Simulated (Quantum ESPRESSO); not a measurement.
# Planted mistakes on one cell of TaHf3O7N

These are calculations, not measurements. They come from pw.x of Quantum ESPRESSO 7.5, a plane-wave density functional program, with PseudoDojo standard norm-conserving files (v0.5 for PBE, v0.4.1 for LDA and PBEsol). The cells are made up: elements, strain and atom displacements were drawn at random, and nothing was relaxed. There is no spin polarisation, spin-orbit coupling or dispersion term.

The hafnium file is less sure than the others, with forces about 3 percent (worst 6) and pressure in oxides about 1.5 GPa (worst 2.7) from a second method in checks, which no rerun with the same files tests.

The cell has 12 sites of a rutile lattice (two cells along c). Sites 1 to 4 hold Ta Hf Hf Hf; sites 5 to 12 hold O N O O O O O O. Cell vectors in Å: (4.700, -0.044, 0.017); (-0.044, 4.713, -0.052); (0.023, -0.069, 6.341). Settings: PBE, cutoff 1143 eV, 5 x 5 x 4 k mesh shifted by half a step, Fermi-Dirac smearing of 0.025 eV.

The intended run has a self-consistency threshold of 1e-07 eV, a smearing term of 0.000 eV, a pressure of 18.41 GPa and 15 iterations. Each further run changes one thing: atoms of sites 5 and 6 exchanged; cutoff 718 eV; k mesh 2 x 2 x 2; one electron removed; smearing 0.4 eV; threshold 0.05 eV. A coarse mesh keeps the shift, and a charged cell sits in a uniform background.

```
run  change of free energy (eV)  smearing term -TS (eV)  change of P (GPa)  largest change of a force component (eV/Å)  iterations
  A                       0.032                   0.000               0.06                                       0.044          15
  B                       3.067                   0.000             -19.17                                       0.028          15
  C                       0.174                   0.000               0.03                                       4.566          15
  D                     -10.779                  -0.013             -16.80                                       2.097          17
  E                      -0.056                  -0.281               0.32                                       0.204          14
  F                       0.005                   0.000               0.07                                       0.038           7
```

A rerun of the intended cell at 1437 eV and k mesh 7 x 7 x 6 moved values by no more than 0.004 eV in the cell's energy, 0.03 GPa in stress and 0.002 eV/Å in force.

Question: which change belongs to which run?

## Worked reading

Run F has the fewest iterations, as a run stopped early does. Run E has the largest smearing term, as wide smearing gives. Run B has a higher energy and the largest fall in pressure, as too small a basis gives. Energies from files of another functional, or of a charged cell, have another zero and say nothing on stability; the pressure of a charged cell rests on the program's zero of potential too.

## Key

| run | change |
| --- | --- |
| A | k mesh 2 x 2 x 2 |
| B | cutoff 718 eV |
| C | atoms of sites 5 and 6 exchanged |
| D | one electron removed |
| E | smearing 0.4 eV |
| F | threshold 0.05 eV |